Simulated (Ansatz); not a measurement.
Each is relaxed and computed with DFT-PBE in the program Ansatz with PAW potentials. Which is the only one with a gap?
A. SiRu2, P6_3/mmc (Si on 2c, Ru on 2a, Ru on 2d)
B. GeW2, P4/nmm (W on 2a, W on 2c, Ge on 2c)
C. SiW2, P4/nmm (W on 2a, W on 2c, Si on 2c)
D. WSe2, P6_3/mmc (W on 2c, Se on 4f)

D, WSe2, P6_3/mmc (W on 2c, Se on 4f). WSe2: gap 1.47 eV (indirect); SiW2: metal; GeW2: metal; SiRu2: metal. Constructed cells (a structure type filled with these elements, in neither database checked): SiW2, P4/nmm (W on 2a, W on 2c, Si on 2c); GeW2, P4/nmm (W on 2a, W on 2c, Ge on 2c); SiRu2, P6_3/mmc (Si on 2c, Ru on 2a, Ru on 2d). Relaxed far from the usual cell of the phase: WSe2, P6_3/mmc (W on 2c, Se on 4f). Weakly bound layers, chains or molecules computed without a dispersion correction, so cells and soft constants are ill determined: WSe2, P6_3/mmc (W on 2c, Se on 4f). All cells were relaxed under the symmetry of their starts (and spin orders); stability against distortions was not tested throughout. Rows with no word on spin ran without spin polarisation. Spin–orbit coupling is left out wherever it is not named.

Potentials: the later of the program's two PAW sets.
